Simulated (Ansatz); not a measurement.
ZrC (rock salt, Fm-3m) under volume change, LDA in the plane-wave PAW code Ansatz, scaled uniformly.

```
V (Å³/atom)  E − E(relaxed) (meV/atom)  P (GPa)
-----------  -------------------------  -------
11.374                            91.5    28.20
11.748                               ?        ?
12.123                             9.1     8.02
12.498                             0.0     0.00
12.873                             8.3    -6.89
13.248                               ?        ?
13.623                            67.6   -17.90
```

Task: Complete the blanks.

Result: 
- 11.748, E − E(relaxed) (meV/atom): 38.5
- 11.748, P (GPa): 17.35
- 13.248, E − E(relaxed) (meV/atom): 31.5
- 13.248, P (GPa): -12.81

Task: What does a third-order Birch–Murnaghan fit give for V₀, B₀ and B′?

Result: V₀ = 12.50 Å³/atom, B₀ = 247 GPa, B′ = 4.0.

The LDA relaxation kept the symmetry of its start; of distortions, only those at the zone centre were tested. The run is not spin-polarised.

Potentials: the later of the program's two PAW sets.
